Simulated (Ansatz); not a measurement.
The elements of this relaxed trial crystal are hidden behind letters.

```
lattice vectors (Å)
   3.7271    0.0000    0.0000
   0.0000    5.8087    0.0000
   0.0000    0.0000    4.7544
fractional positions
X 0.5000 0.5000 0.5278
Z 0.0000 0.7935 0.6392
Z 0.0000 0.2065 0.6392
Z 0.5000 0.2614 0.0484
Z 0.5000 0.7386 0.0484
Q 0.0000 0.5000 0.0013
Q 0.5000 0.0000 0.4302
Q 0.0000 0.0000 0.0717
```

Method: DFT PBE, scalar-relativistic, plane waves, PAW (Ansatz). Settings of the last relaxation (8-atom cell): 420 eV, 10×8×8 k points, Gaussian smearing of 0.10 eV, no spin polarisation.

```
Space group                               : Pmm2 (No. 25)
Conventional cell                         : a = 3.727 Å, b = 5.809 Å, c = 4.754 Å
Volume per atom                           : 12.87 Å³
Density                                   : 5.43 g/cm³
Formation energy                          : −0.38 eV/atom
Gap on the 10×8×8 mesh of the 8-atom cell : 0 eV (a metal)
```

Energies are uncorrected and count from the elements' standard states at the same level.

Task: X is a d-block element of period 4, Z is a p-block element of period 3 and Q is a d-block element of period 4. Which elements are they?

Result: X = Ti, Z = Si, Q = Ni, so the formula is TiSi4Ni3. Density times volume gives a mean mass of 5.43 × 12.87/1.6605 = 42.1 u per atom, and this set has 42.0 u. Around Ti lie 6 Si at 2.58–2.67 Å, 2 Si at 2.84 Å, 4 Ni at 2.92–2.94 Å and 2 Ni at 3.12 Å; Si on its first site is surrounded by 4 Ni at 2.38–2.43 Å, 1 Si at 2.40 Å, 2 Ti at 2.58 Å, 2 Si at 2.71 Å and 1 Ni at 2.95 Å; Ni on its first site has 6 Si at 2.33–2.42 Å, 2 Ti at 2.92 Å, 2 Ni at 2.92 Å and 2 Ti at 3.12 Å; 3 more sites not described. Other sets within the hints have nearly the same mass, so mass alone doesn't settle it; this one was computed.

Trial moments died out on the coarse mesh, so the last step has no spin; another magnetic start might hold. Symmetry constrained the relaxation, so the result can be a saddle point.
